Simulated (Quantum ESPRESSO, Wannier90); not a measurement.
# Wannierisation of HgO (P3₂21)

```
begin unit_cell_cart
ang
    3.7473101490    0.0000000000    0.0000000000
   -1.8736550745    3.2452657849    0.0000000000
    0.0000000000    0.0000000000    8.8990300000
end unit_cell_cart
begin atoms_frac
Hg  -0.2346700000 -0.2346700000  0.0000000000
Hg   0.2346700000  0.0000000000 -0.3333333333
Hg  -0.0000000000  0.2346700000  0.3333333333
O    0.4449200000  0.4449200000  0.5000000000
O   -0.4449200000  0.0000000000  0.1666666667
O   -0.0000000000 -0.4449200000 -0.1666666667
end atoms_frac
```

Cell from Materials Project (mp-1077107), symmetrised, no further relaxation. Not found in the COD (Crystallography Open Database) copy used, which has the formula in other groups; not checked further. Level: PBEsol, no spin polarisation, no spin-orbit coupling; pw.x of Quantum ESPRESSO at 68 Ry with PseudoDojo potentials, 6×6×4 k-points, Wannier90. Density: 12×12×4 mesh, Gaussian smearing 0.01 Ry. The cell is built of weakly bound layers, chains or molecules. Database cells relaxed without dispersion often hold them too far apart, which can enlarge gaps and weakens couplings between them; spacing and stacking were not compared with the measured crystal. Spin-orbit coupling is left out although heavy elements are present.

Bands 13-15,31-39 form an isolated set from -17.23 to 0.00 eV relative to the valence-band maximum (on the path) and are turned into 12 Wannier functions by minimising the spread from the start: atomic waves O 2p, O 2s. Bands 16–30 (Hg 5d 88 %, O 2p 10 %) lie between the kept ones and are excluded.

Centres (Cartesian, Å; one of the equivalent choices) and spreads:

```json
[
 {"n": "1", "x": "1.046", "y": "1.281", "z": "4.310", "spread (Å²)": "1.546", "nearest atom": "O4"},
 {"n": "2", "x": "0.372", "y": "1.049", "z": "4.045", "spread (Å²)": "3.082", "nearest atom": "O4"},
 {"n": "3", "x": "0.587", "y": "1.546", "z": "4.589", "spread (Å²)": "1.546", "nearest atom": "O4"},
 {"n": "4", "x": "0.723", "y": "0.847", "z": "4.854", "spread (Å²)": "3.082", "nearest atom": "O4"},
 {"n": "5", "x": "-1.632", "y": "0.265", "z": "1.343", "spread (Å²)": "1.546", "nearest atom": "O5"},
 {"n": "6", "x": "-1.095", "y": "-0.203", "z": "1.079", "spread (Å²)": "3.082", "nearest atom": "O5"},
 {"n": "7", "x": "-1.095", "y": "0.203", "z": "1.888", "spread (Å²)": "3.082", "nearest atom": "O5"},
 {"n": "8", "x": "-1.632", "y": "-0.265", "z": "1.623", "spread (Å²)": "1.546", "nearest atom": "O5"},
 {"n": "9", "x": "1.046", "y": "-1.281", "z": "-1.343", "spread (Å²)": "1.546", "nearest atom": "O6"},
 {"n": "10", "x": "0.372", "y": "-1.049", "z": "-1.079", "spread (Å²)": "3.082", "nearest atom": "O6"},
 {"n": "11", "x": "0.587", "y": "-1.546", "z": "-1.623", "spread (Å²)": "1.546", "nearest atom": "O6"},
 {"n": "12", "x": "0.723", "y": "-0.847", "z": "-1.888", "spread (Å²)": "3.082", "nearest atom": "O6"}
]
```

Ω_I = 26.67 Å², Ω_total = 27.77 Å²; the interpolated bands follow pw.x to 1.5 meV rms on the path. It is the lowest total spread that any start reached here.
